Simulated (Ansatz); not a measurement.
Bi2S3 in space group Pnma (No. 62; Pearson symbol oP20), PBE+D3(BJ) (plane waves, PAW; program Ansatz). The conduction-band minimum lies at Γ, with 1 equivalent valley. Second derivatives d²E/dk² of the lowest band at one valley (eV·Å²), along Cartesian directions:

```csv
direction,d²E/dk²
[100],33.21
[010],9.841
[001],11.28
[110],21.56
[101],22.21
[011],10.63
```

### Question
Find the principal effective masses, the density-of-states mass and the conductivity mass.

### Answer
Off-diagonal terms follow from H_xy = H[110] − (H_xx + H_yy)/2, and m*/mₑ = 7.620 eV·Å² over each eigenvalue: 0.23, 0.68, 0.77. One valley's DOS mass (m₁m₂m₃)^(1/3) = 0.49, conductivity mass 3/(Σ 1/mᵢ) = 0.42 mₑ.

### Question
What effective density of states Nc follows at 300 K for parabolic valleys?

### Answer
Nc = 2.509e19 × 1 × (0.49)^(3/2) ≈ 8.6e18 cm⁻³.

The cell was relaxed with PBE+D3(BJ) under the symmetry of its start. Scalar-relativistic: spin–orbit coupling is off unless named, which matters more the heavier the elements.

Potentials: the later of the program's two PAW sets.

Edges and masses are those of Kohn–Sham bands, whose gap is no quasiparticle gap.
